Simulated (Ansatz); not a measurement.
**HfO2 with Ta replacing Hf: do the settings matter for the field gradients?**

Cell: a supercell of HfO2 (fluorite type, Fm-3m) built from an entry of the Crystallography Open Database (COD), with all atoms left at the host's positions.

```cif
data_Hf7TaO16
_symmetry_space_group_name_H-M 'Fm-3m'
_symmetry_Int_Tables_number 225
_cell_length_a 10.2300
_cell_length_b 10.2300
_cell_length_c 10.2300
_cell_angle_alpha 90.000
_cell_angle_beta 90.000
_cell_angle_gamma 90.000
loop_
_atom_site_label
_atom_site_type_symbol
_atom_site_symmetry_multiplicity
_atom_site_Wyckoff_symbol
_atom_site_fract_x
_atom_site_fract_y
_atom_site_fract_z
Ta Ta 4 a 0.0000 0.0000 0.0000
Hf2 Hf 24 d 0.2500 0.2500 0.0000
Hf8 Hf 4 b 0.5000 0.5000 0.5000
O9 O 32 f 0.1250 0.1250 0.1250
O12 O 32 f 0.6250 0.3750 0.3750
```

One atom of each set is listed; the run and its k-mesh use a cell of 24 atoms with edges of 7.23, 7.23, 7.23 Å.

Reference run. Method: Kohn–Sham DFT in Ansatz, PBE, plane waves and PAW, scalar-relativistic, collinear spin, 420 eV cutoff, Γ-centred 3×3×3 k-points, Fermi–Dirac smearing 0.01 eV. Start moments as typed (μB): 1 on each Ta, none on the rest.

Q: The input is changed as follows: `scf.eigensolver.kind`: not typed → davidson; `basis.precision`: not typed → f64. What happens to V_zz (10²¹ V/m²) and η?

A: 

```
site  V_zz reference  η reference  V_zz changed  η changed
  Ta            0.00            –          0.00          –
 Hf2            0.62         0.07          0.62       0.06
  O9            1.45         0.00          1.45       0.00
 O12            0.11         0.00          0.11       0.00
```

No V_zz moves by more than 0.01. Other sites without a gradient aren't listed. SCF iterations: 15 and 14.

On the reference run: The defect repeats with the cell of 24 atoms, so it feels its images: sites between two images don't show the values beside a lone defect, and zeros or small values of η there can come from the images' arrangement. This high-symmetry form of HfO2 is unstable when cold, to shifts of the oxygen columns, towards the tetragonal form. The symmetry of the cell holds that distortion back, wholly or in part, and it would change the field gradients, the more the larger the distortion. The defect cell has no gap above 0.1 eV on its mesh, so the values can hang on the smearing and the k-mesh. Without spin–orbit coupling the gradients at and beside Hf and Ta can be off by some per cent, at some sites by more. The neighbours have not yet relaxed around the defect (largest force 0.34 eV/Å), so a real crystal will differ.
